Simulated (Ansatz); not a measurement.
Computed properties of AlN

AlN:
```
AlN
1.0
    3.07831     0.00000     0.00000
   -1.53916     2.66589     0.00000
    0.00000     0.00000     9.96808
Al N
4 4
Direct
  0.00000   0.00000   0.00145
  0.00000   0.00000   0.50145
  0.66667   0.33333   0.75036
  0.33333   0.66667   0.25036
  0.00000   0.00000   0.81192
  0.00000   0.00000   0.31192
  0.66667   0.33333   0.56190
  0.33333   0.66667   0.06190
```

Space group P6_3mc (No. 186); conventional cell a = b = 3.078 Å, c = 9.968 Å, α = β = 90.00°, γ = 120.00°.

Method: LDA (plane waves, PAW; program Ansatz). Structure relaxed to zero pressure with the same functional. Other levels are named where they apply.

Cell and energy:

| Item | Value |
|---|---|
| Volume per atom | 10.23 Å³ |
| Density | 3.33 g/cm³ |
| Formation energy from the elements (no fitted shifts) | -1.66 eV/atom |

Electronic structure:

| Item | Result |
|---|---|
| Band gap | 3.97 eV (indirect) |
| Valence-band maximum | at Γ |
| Conduction-band minimum | at M (3 equivalent valleys) |
| Smallest direct gap on the standard path | 4.40 eV |
| Electron effective mass | 0.40, 0.43, 0.51 mₑ (principal values) |
| Hole effective mass | 0.25, 4.5, 4.5 mₑ (principal values) |

Mechanics:

| Property | Value |
|---|---|
| Bulk modulus (Birch–Murnaghan fit) | 210 GPa |
| Pressure derivative B′ | 3.9 |
| Elastic constants (relaxed ions, GPa) | C11 = 393, C12 = 149, C13 = 96.7, C33 = 421, C44 = 110 |
| Mechanical stability | stable (all eigenvalues of C positive) |
| Hill bulk and shear moduli | 210 and 125 GPa |
| Young's modulus | 312 GPa |
| Poisson's ratio | 0.25 |
| Debye temperature from the elastic constants | 932 K |
| Piezoelectric stress constants (proper, relaxed ions, C/m²) | e15 = e24 = 0.36, e31 = e32 = 0.50, e33 = -1.13 |

Dielectric response:

| Quantity | Value |
|---|---|
| Electronic dielectric constant ε∞ (DFPT) | 4.48 (xx = yy), 4.60 (zz) |
| Static dielectric constant ε0 (ions relaxed, cell fixed) | 8.22 (xx = yy), 8.90 (zz) |
| Born charges (a third of the trace) | Al +2.53 to +2.59, N -2.56 e |
| Largest static χ(2) component | 5.0 pm/V |

Phonons:

| Property | Result |
|---|---|
| Highest zone-centre frequency (without LO–TO term) | 843 cm⁻¹ |
| Zone-centre stability | no imaginary mode at Γ |
| Dynamical stability on the path | stable (no imaginary branch) |
| Zero-point energy | 98.0 meV/atom |
| Vibrational entropy at 300 K | 10.2 J/(K·mol of atoms) |

The cell is a constructed one: a structure type filled with these elements. Its sites differ from those of the usual phase in this space group: another stacking or structure type. The LDA relaxation kept the symmetry of its start. Signs of piezoelectric constants follow the polarity of the cell as given. The references are the lowest solids computed at this level, not always the standard phases (solids in place of the gases).

Potentials: the later of the program's two PAW sets.
